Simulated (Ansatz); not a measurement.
Consider a crystal of Pr2BBr3 in space group R-3m (No. 166), with Pr on 6c; B on 3a; Br on 9e.

Level of theory: DFT PBE, scalar-relativistic, plane waves, PAW, and for the lanthanide a 4f-in-core norm-conserving potential, in Ansatz 0.2.0. Cutoff 660 eV, Γ-centred mesh, Gaussian smearing, no spin polarisation.

Formation energies are uncorrected and refer to the elements' standard structures at the same level. The references include crystalline Br.

Problem. Which cell and coordinates does it relax to?

Solution.

Space group R-3m:H (No. 166). a = 9.864 Å, b = 9.864 Å, c = 9.059 Å, α = 90.00°, β = 90.00°, γ = 120.00°
| atom | site | symmetry | x | y | z |
| --- | --- | --- | --- | --- | --- |
| Pr | 6c | 3m | 0.0000 | 0.0000 | 0.2743 |
| B | 3a | -3m | 0.0000 | 0.0000 | 0.0000 |
| Br | 9e | .2/m | 0.1667 | 0.3333 | 0.3333 |

Pr has 1 B at 2.48 Å and 3 Br at 2.90 Å; around B lie 2 Pr at 2.48 Å; around Br lie 2 Pr at 2.90 Å. Another local minimum with the same sites may exist.

Problem. Where does its energy lie, and is it a metal?

Solution. The formation energy is −0.48 eV/atom and the gap on the 6×6×6 mesh of the 6-atom cell is 0 eV (a metal). A negative formation energy is needed for stability but isn't enough: competing phases decide.

The last run used Gaussian smearing of 0.10 eV. The reference form of Br is held partly by dispersion forces, which this level lacks. Symmetry constrained the relaxation, so the result can be a saddle point.

The lanthanide is trivalent by construction, without f bands, f moments or other valences. The reference runs of the other elements, and any phases without the lanthanide, used 420 eV, which shifts energies against them by under 10 meV/atom. The lanthanide's reference is the lowest of its hcp, dhcp and fcc cells.
